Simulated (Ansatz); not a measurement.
CdNi₃N (anti-perovskite, Pm-3m), the program Ansatz at the PBE level (PAW), all energies at zero smearing, with the estimated change up to a 700 eV cutoff added, with one set of potentials and settings (totals compare only within such a set). Cell of 5 atoms (1 Cd, 3 Ni, 1 N): -26157.927 eV.

```csv
element,reference phase,E (eV/atom)
Cd,"P6_3/mmc, 2 atoms in the cell",-8254.4547
Ni,"Fm-3m, 1 atoms in the cell, spin-polarised",-5839.7239
N,"Pa-3, 8 atoms in the cell",-384.0325
```

Formation energy per atom, worked out: (-26157.927 − 1×(-8254.4547) − 3×(-5839.7239) − 1×(-384.0325))/5 = -0.054 eV/atom (-5 kJ per mol of atoms), at 0 K, without zero-point energy or fitted corrections.

The workflow started from an entry of the Crystallography Open Database (COD). Its standing as an ambient phase is unchecked. The cell was relaxed with PBE under the symmetry of its start; whether a distortion lowers the energy is not shown. The workflow began spin-polarised and lost its moments. The references are the lowest solids computed at this level, not always the standard phases (solids in place of the gases).

Potentials: the later of the program's two PAW sets.
